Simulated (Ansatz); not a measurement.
Vibrations of TiHg (P4/mmm) by finite displacements

```xyz
2
Lattice="2.9706 0.0000 0.0000 0.0000 2.9706 0.0000 0.0000 0.0000 4.0477" Properties=species:S:1:pos:R:3 pbc="T T T"
Ti    1.4853    1.4853    2.0239
Hg    0.0000    0.0000    0.0000
```

Conventional cell: a = 2.971 Å, b = 2.971 Å, c = 4.048 Å, α = 90.00°, β = 90.00°, γ = 90.00°. Ti (atom 1) has 8 Hg at 2.92 Å and 4 Ti at 2.97 Å as nearest neighbours. Around Hg (atom 2) lie 8 Ti at 2.92 Å and 4 Hg at 2.97 Å.

Unless marked otherwise, the numbers come from PBEsol, PAW on Ansatz 0.2.0's default frozen-core files (fitted under PBE), scalar-relativistic. k mesh 14×14×10, Fermi-Dirac smearing of 0.100 eV, cutoff 420 eV. The cell was relaxed by PAW under this functional.

Atoms are displaced by 0.0025 Å in the smallest supercells that hold the wave vectors of a 2×2×2 mesh. Negative values stand for unstable modes.

(1) What are the phonon energies at the solved wave vectors, in THz?

(2) Is the structure dynamically stable at these wave vectors?

(3) How do the optical zone-centre modes decompose, and which are active?

(4) The cell is scaled evenly to 35.183 and 36.254 Å³ (from 35.718), with free atoms relaxed and the shape held, so these aren't the values under hydrostatic pressure. What are the mode Grüneisen parameters γ = −d ln ω/d ln V?

Results:

(1) 

```
                q  point                         modes (THz)
0.000 0.000 0.000  Gamma                     4.50 (×2), 5.95
0.500 0.000 0.000      X  1.97, 2.44, 3.67, 4.86, 6.08, 6.32
0.500 0.500 0.000      M    2.24, 3.24 (×2), 5.19, 6.99 (×2)
0.000 0.000 0.500      Z    2.06 (×2), 3.12, 4.86 (×2), 6.43
0.500 0.000 0.500      R  1.92, 2.13, 2.81, 3.91, 6.24, 6.70
0.500 0.500 0.500      A    2.79, 3.48 (×2), 6.50 (×2), 6.84
```

(2) Yes, no mode is unstable there; wave vectors off this mesh aren't tested.

(3) Point group 4/mmm: Γ_opt = Eu + A2u.

| label | THz | activity | mostly |
| --- | --- | --- | --- |
| Eu | 4.50 | IR | Ti (81 %) |
| A2u | 5.95 | IR | Ti (81 %) |

In a metal the activity is that of symmetry alone; free carriers screen the infrared modes.

(4) For the highest mode, 240.5 cm⁻¹ in the small cell and 226.1 in the large one give γ ≈ 2.06. From the change of the dynamical matrix on each mode:

| point | cm⁻¹ | γ |
| --- | --- | --- |
| Gamma | 150.3 | 2.28 |
| Gamma | 198.4 | 2.31 |
| X | 65.8 | 2.07 |
| X | 81.4 | 2.45 |
| X | 122.4 | 2.11 |
| X | 162.0 | 1.66 |
| X | 202.7 | 2.49 |
| X | 210.8 | 2.06 |
| M | 74.8 | 2.66 |
| M | 108.0 | 1.91 |
| M | 173.2 | 2.15 |
| M | 233.2 | 2.06 |
| Z | 68.9 | 2.17 |
| Z | 104.2 | 1.99 |
| Z | 162.2 | 1.86 |
| Z | 214.6 | 2.18 |
| R | 64.0 | 2.18 |
| R | 71.1 | 1.21 |
| R | 93.6 | 1.74 |
| R | 130.3 | 2.19 |
| R | 208.2 | 2.46 |
| R | 223.3 | 2.08 |
| A | 93.1 | 2.02 |
| A | 116.1 | 2.12 |
| A | 216.8 | 2.33 |
| A | 228.2 | 1.92 |

Weighted by the modes' heat capacities at 300 K, the mean on this mesh is 2.09; it moves with the q mesh, and a coarse one overweights the zone boundary.

Keep in mind: frozen-core PAW files fitted under PBE, their cores solved anew for the functional of the run; responses of metals move with mesh and smearing; no spin-orbit coupling on heavy atoms.
